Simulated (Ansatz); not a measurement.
CuI (zinc blende, F-43m), plane-wave PAW PBE (Ansatz code): ε∞ = 6.37, cell volume 56.16 Å³. Infrared-active transverse modes:

| ω_TO (cm⁻¹) | oscillator strength S_xx (e²/amu) |
|---|---|
| 122.4 | 0.02924 |

### Question
Compute the static dielectric constant.

### Answer
Each mode adds (4.921e7/V) S/ω²: 1.71. So ε0 = 8.08.

### Question
What LO frequency does the Lyddane–Sachs–Teller relation give?

### Answer
ω_LO = ω_TO √(ε0/ε∞) = 138 cm⁻¹.

The PBE relaxation kept the symmetry of its start; phonons on a q-mesh show no instability. No spin polarisation was allowed. Spin–orbit coupling is left out wherever it is not named.

Potentials: the later of the program's two PAW sets.
